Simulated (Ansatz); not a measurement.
Hf (hcp (Mg type), P6_3/mmc), a = 3.121 Å, b = 3.121 Å, c = 4.939 Å, α = 90.00°, β = 90.00°, γ = 120.00°.

Relaxed with LDA.

Task: Which orbitals make up the states near the Fermi level in DFT-LDA in the program Ansatz with PAW potentials?

Result: Within 0.5 eV of the Fermi level: Hf 5d 90 %. Projections are on Löwdin-orthogonalised atomic valence shells; empty p or d shells of many metals are not among them.

Task: Tabulate the density of states.

Result: States/eV per cell of 2 atoms, in 0.25 eV bins, energy from the Fermi level.

```tsv
E (eV)	total	Hf 5d	Hf 6s	Hf 5p
-7.85	0.00	0.00	0.00	0.00
-7.60	0.01	0.00	0.01	0.00
-7.35	0.07	0.00	0.06	0.00
-7.10	0.10	0.00	0.09	0.00
-6.85	0.13	0.00	0.12	0.00
-6.60	0.16	0.00	0.14	0.00
-6.35	0.18	0.01	0.17	0.00
-6.10	0.21	0.01	0.19	0.01
-5.85	0.24	0.02	0.21	0.01
-5.60	0.29	0.03	0.24	0.01
-5.35	0.31	0.04	0.25	0.01
-5.10	0.36	0.06	0.28	0.01
-4.85	0.41	0.09	0.30	0.01
-4.60	0.49	0.14	0.32	0.02
-4.35	0.59	0.21	0.35	0.02
-4.10	0.79	0.37	0.39	0.02
-3.85	1.39	0.88	0.45	0.02
-3.60	1.38	0.94	0.40	0.02
-3.35	1.35	0.97	0.33	0.02
-3.10	1.40	1.07	0.28	0.03
-2.85	1.69	1.40	0.24	0.03
-2.60	1.70	1.47	0.19	0.03
-2.35	1.98	1.80	0.13	0.03
-2.10	1.42	1.29	0.09	0.03
-1.85	1.33	1.22	0.07	0.03
-1.60	1.83	1.69	0.08	0.03
-1.35	2.25	2.09	0.08	0.04
-1.10	2.76	2.52	0.12	0.05
-0.85	3.05	2.73	0.17	0.05
-0.60	2.05	1.85	0.10	0.03
-0.35	0.89	0.81	0.04	0.01
-0.10	1.26	1.13	0.05	0.02
0.15	2.46	2.21	0.11	0.03
0.40	3.29	2.95	0.17	0.03
0.65	3.06	2.70	0.17	0.03
0.90	2.98	2.57	0.20	0.03
1.15	2.92	2.48	0.20	0.02
1.40	3.13	2.69	0.18	0.02
1.65	3.09	2.76	0.10	0.01
1.90	2.04	1.89	0.04	0.01
2.15	1.45	1.37	0.02	0.01
2.40	1.15	1.08	0.02	0.00
2.65	1.11	1.06	0.01	0.00
2.90	1.15	1.10	0.02	0.00
3.15	1.18	1.12	0.02	0.00
3.40	1.13	1.07	0.02	0.00
3.65	1.14	1.08	0.02	0.00
3.90	1.15	1.08	0.03	0.00
4.15	1.18	1.10	0.04	0.00
4.40	1.24	1.14	0.05	0.00
4.65	1.42	1.29	0.07	0.00
```

The cell was relaxed with LDA under the symmetry of its start. No spin polarisation was allowed. Axis ratios of metals converge slowly with the k-mesh, so a and c are less sure than the volume. Scalar-relativistic: spin–orbit coupling is off unless named, which matters more the heavier the elements.

Potentials: the earlier of the program's two PAW sets.
